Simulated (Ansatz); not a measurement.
Starting cell, MgB₂ (AlB2 type, space group P6/mmm):

```xyz
3
Lattice="3.0632 0.0000 0.0000 -1.5316 2.6528 0.0000 0.0000 0.0000 3.4999" Properties=species:S:1:pos:R:3 pbc="T T T"
Mg     0.0000     0.0000     0.0000
B      0.0000     1.7686     1.7499
B      1.5316     0.8843     1.7499
```

In this cell atom 3 (B, nearest neighbour B at 1.769 Å; its periodic images, 3.1 Å or more away, move with it) is moved by s along Cartesian [110], unit vector (0.707, 0.707, 0.000); all other atoms and the cell stay fixed.

Computed with PBEsol (plane waves to 420 eV, PAW, scalar-relativistic; Ansatz, a program for electronic structure). k mesh 14×14×11 (Γ-centred), Fermi-Dirac smearing 0.05 eV. Energies are smeared free energies. With partly filled bands, energies and forces of such displacements shift with the k mesh and the smearing. MgB2 was relaxed with its symmetry unable to fall. The zero of ΔE is the undisplaced structure. The last digit holds for this mesh only.

| s (Å) | ΔE (meV/cell) |
|---|---|
| -0.530 | 1430.8 |
| -0.424 | 895.3 |
| -0.318 | 479.1 |
| -0.212 | 192.7 |
| -0.106 | 41.5 |
| 0.000 | 0.0 |
| 0.106 | 52.8 |
| 0.212 | 284.8 |
| 0.318 | 804.1 |
| 0.424 | 1721.6 |
| 0.530 | withheld |

Question: Fit a polynomial form (powers 2, 3, 4) to the given rows and predict ΔE at s = 0.530.

Answer: Least squares on the 10 given rows: ΔE = (5466)·s² + (5537)·s³ + (9335)·s⁴, in meV/cell with s in Å; root-mean-square residual 20.18 meV/cell. At 0.530 the fit gives 3096.3 meV/cell; the calculation gives 3217.4 meV/cell, so the extrapolation is off by -121.1 (-3.8 %). The quadratic term alone would give 1535.4 meV/cell.

(For displaced atoms, the force is minus the slope of the energy, and its curvature is a force constant, which sets phonon frequencies.)
